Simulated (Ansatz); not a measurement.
# Relativistic treatment of BiTe

```xyz
2
Lattice="0.0000 3.2350 3.2350 3.2350 0.0000 3.2350 3.2350 3.2350 0.0000" Properties=species:S:1:pos:R:3 pbc="T T T"
Bi    0.0000    0.0000    0.0000
Te    3.2350    3.2350    3.2350
```

Atom numbers follow the list: Bi1, Te2.

The cell is COD entry 9008604, as deposited and not checked against the literature; nothing was relaxed.

One fixed cell is solved with PBE by all-electron LAPW in Ansatz 0.2.0 under different relativistic treatments. Pressure is positive in compression.

Settings: a Γ-centred 10×10×10 k mesh, Fermi–Dirac smearing of 0.08 eV, basis error target 0.5 meV/atom, no spin polarisation.

| setting | P (GPa) |
| --- | --- |
| scalar-relativistic | 0.81 |
| non-relativistic | ? |
| with spin–orbit coupling | ? |
| scalar-relativistic, point nuclei | 0.81 |
| scalar-relativistic, inner shells corrected to Dirac | 0.83 |

Question: Give the missing entry: row "non-relativistic", column "P (GPa)".

Answer: 2.24.

Question: Give the missing entry: row "with spin–orbit coupling", column "P (GPa)".

Answer: 2.13.
